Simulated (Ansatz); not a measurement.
Ni3SnN:
```
CELL_PARAMETERS angstrom
      3.84814     0.00000     0.00000
      0.00000     3.84814     0.00000
      0.00000     0.00000     3.84814
ATOMIC_POSITIONS crystal
  Ni 0.00000 0.50000 0.50000
  Ni 0.50000 0.00000 0.50000
  Ni 0.50000 0.50000 0.00000
  Sn 0.00000 0.00000 0.00000
  N  0.50000 0.50000 0.50000
```

Relaxed with PBEsol. Special points in fractions of this cell's reciprocal vectors: Γ (0.000, 0.000, 0.000); X (0.000, 0.500, 0.000); M (0.500, 0.500, 0.000); R (0.500, 0.500, 0.500).

Problem. List the band energies nearest the Fermi level at these points for DFT-PBEsol in the program Ansatz with PAW potentials.

Solution. In eV from the Fermi level; about four levels below and three above (degenerate sets whole), none deeper than 8.9 eV; points with the same levels are listed once.

```csv
k,below,above
Γ,-1.01 -1.01 -1.01 -0.91,0.34 0.88 0.88 0.88
X,-1.46 -1.01 -0.90 -0.90,0.53 0.68 2.55 2.55
M,-1.36 -0.72 -0.72 -0.24,2.37 2.65 2.65
R,-1.57 -1.57 -1.04 -1.04 -1.04,0.11 0.36 0.36 0.36
```

Space group Pm-3m (anti-perovskite). The workflow started from a Materials Project entry (that database holds measured and hypothetical structures alike); the Crystallography Open Database copy checked does not list it. Whether it is the stable phase at ambient conditions was not checked. Symmetry was held in the PBEsol relaxation. At this level the phase is dynamically unstable (imaginary phonons). No spin polarisation was allowed. With an odd number of electrons in the cell and no spin polarisation, the count alone makes it a metal. Scalar-relativistic: spin–orbit coupling is off unless named, which matters more the heavier the elements.

Potentials: the later of the program's two PAW sets.
